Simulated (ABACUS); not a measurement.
Band structure of NaCl (Fm-3m, 2 atoms in the cell; from Materials Project mp-22862, lattice scaled a little).

```
CELL_PARAMETERS angstrom
      0.00000     2.79462     2.79462
      2.79462     0.00000     2.79462
      2.79462     2.79462     0.00000
ATOMIC_POSITIONS crystal
  Na 0.00000 0.00000 0.00000
  Cl 0.50000 0.50000 0.50000
```

All values come from this method and carry its errors: PBE, PseudoDojo 0.5 standard norm-conserving PBE (tails mended) pseudopotentials (plane waves; ABACUS).

Settings: KPT = Gamma 10 10 10 0 0 0; basis_type = pw; ecutwfc = 88 Ry; smearing_method = fd; smearing_sigma = 0.00367493 Ry; potentials = PseudoDojo 0.5 standard norm-conserving PBE (tails mended); symmetry = 1; symmetry_prec = 1e-05; ks_solver = dav; scf_nmax = 100; scf_thr = 1.0e-09 Ry; mixing_type = pulay; mixing_beta = 0.4.

The structure comes from a collection of computed structures, made at another level of theory; the collection holds predicted forms beside known ones. Its lattice was then scaled.

Question: Predict the gap along the standard path and the places of the band edges.

Answer: The gap along the path is 5.21 eV, direct at Γ to within 0.01 eV.

Points are given in units of this cell's reciprocal vectors. Levels in eV from the top of the valence band on the SCF mesh, bands 5 to 12:
```tsv
point	5	6	7	8	9	10	11	12
Γ (0 0 0)	-12.72	0.00	0.00	0.00	5.22	11.08	11.08	11.08
X (0.5 0 0.5)	-12.31	-1.73	-0.62	-0.62	7.60	8.04	11.51	15.03
W (0.5 0.25 0.75)	-12.29	-1.24	-1.24	-0.79	8.91	9.75	9.75	11.45
K (0.375 0.375 0.75)	-12.30	-1.47	-1.16	-0.52	8.27	9.09	10.67	12.82
L (0.5 0.5 0.5)	-12.36	-2.00	-0.28	-0.28	7.31	10.85	10.96	10.96
U (0.625 0.25 0.625)	-12.30	-1.47	-1.16	-0.52	8.27	9.09	10.67	12.82
```

“Tails mended”: in these copies of the files the far tail of each local potential was reset to the Coulomb form.
